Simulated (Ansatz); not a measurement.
Relaxed-ion elastic tensor of NbP (CsCl type, Pm-3m) in GPa (Voigt order), PBEsol in the plane-wave PAW code Ansatz; density 7.05 g/cm³, 14.59 Å³ per atom.

```
385  121  121  0.0  0.0  0.0
121  385  121  0.0  0.0  0.0
121  121  385  0.0  0.0  0.0
0.0  0.0  0.0  128  0.0  0.0
0.0  0.0  0.0  0.0  128  0.0
0.0  0.0  0.0  0.0  0.0  128
```

Q: Is the crystal mechanically stable?

A: Yes: the smallest eigenvalue of C is 128 GPa.

Q: Work out the Voigt, Reuss and Hill averages.

A: K_V = 209, K_R = 209, K_H = 209; G_V = 130, G_R = 130, G_H = 130 GPa.

Q: Give Young's modulus, Poisson's ratio, Pugh's ratio and the universal anisotropy index.

A: E = 9KG/(3K + G) = 322 GPa; ν = 0.24; K/G = 1.61 (brittle by the Pugh limit of 1.75); A_U = 5G_V/G_R + K_V/K_R − 6 = 0.00.

Q: Estimate the sound speeds and the Debye temperature.

A: v_l = √((K + 4G/3)/ρ) = 7360 m/s, v_t = √(G/ρ) = 4290 m/s, mean 4760 m/s; Θ = (h/k)(3n/4πV)^(1/3) v_m = 580 K.

Q: Give the Zener ratio and Young's modulus along [100], [110] and [111].

A: A = 2C44/(C11 − C12) = 0.97; 1/E = S11 − 2(S11 − S12 − S44/2)Γ with Γ = 0, 1/4, 1/3 gives 327, 321, 319 GPa.

A made-up cell: these elements were put on the sites of a structure type; neither database checked (COD, Materials Project) lists it. COD files the formula under space group No. 141. Whether it is the stable phase at ambient conditions was not checked. Symmetry was held in the PBEsol relaxation; its stability against distortions is not shown here. No spin polarisation was allowed. As this level gives no gap, shear constants depend on the k-mesh and smearing (Fermi–Dirac, 0.1 eV here).

Potentials: the earlier of the program's two PAW sets. The files were generated under PBE; for other functionals the program regenerates the frozen cores, and for LDA and PBEsol the local potential too.
